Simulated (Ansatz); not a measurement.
# Property card for CaTiO₃

CaTiO₃:
```xyz
5
Lattice="3.8408 0.0000 0.0000 0.0000 3.8408 0.0000 0.0000 0.0000 3.8408" Properties=species:S:1:pos:R:3 pbc="T T T"
Ca     1.9204     1.9204     1.9204
Ti     0.0000     0.0000     0.0000
O      0.0000     0.0000     1.9204
O      0.0000     1.9204     0.0000
O      1.9204     0.0000     0.0000
```

Space group Pm-3m (No. 221), cubic perovskite; conventional cell a = 3.8408 Å, b = 3.8408 Å, c = 3.8408 Å, α = 90.00°, β = 90.00°, γ = 90.00°.

Method: the program Ansatz at the PBEsol level (PAW). Geometry: relaxed at this level of theory. Other levels are named where they apply.

**Cell and energy**

- Volume per atom: 11.33 Å³
- Density: 3.98 g/cm³
- Formation energy from the elements (no fitted shifts): -3.14 eV/atom

**Electronic structure**

Band gap: 1.89 eV (indirect)
Valence-band maximum: at R
Conduction-band minimum: at Γ
Smallest direct gap on the standard path: 2.33 eV
Electron effective mass, band 1 of 3 at the edge: 5.3 along [100], 0.81 along [110], 0.63 along [111] (mₑ)
Electron effective mass, band 2 of 3 at the edge: 0.36 along [100], 0.58 along [110], 0.48 along [111] (mₑ)
Electron effective mass, band 3 of 3 at the edge: 0.36 along [100], 0.36 along [110], 0.48 along [111] (mₑ)
HSE06 gap on the PBEsol cell: 3.42 eV

**Mechanics**

Bulk modulus (Birch–Murnaghan fit): 1900 kbar
Pressure derivative B′: 4.3
Elastic constants (relaxed ions, GPa): C11 = 367, C12 = 102, C44 = 98.6
Mechanical stability: stable (all eigenvalues of C positive)
Hill bulk and shear moduli: 190 and 111 GPa
Young's modulus: 279 GPa
Poisson's ratio: 0.26
Debye temperature from the elastic constants: 777 K

**Dielectric response**

Electronic dielectric constant ε∞ (DFPT): 6.28
Born charges (a third of the trace): Ca +2.58, Ti +7.25, O -3.28 e

**Charges**

- Bader charges = Ca +1.60, Ti +2.23, O -1.28 e

The workflow started from an entry of the Crystallography Open Database (COD), which files this formula under 5 space groups. Its standing as an ambient phase is unchecked. The cell was relaxed with PBEsol under the symmetry of its start; whether a distortion lowers the energy is not shown. No spin polarisation was allowed. The references are the lowest solids computed at this level, not always the standard phases (solids in place of the gases).

Potentials: the later of the program's two PAW sets.
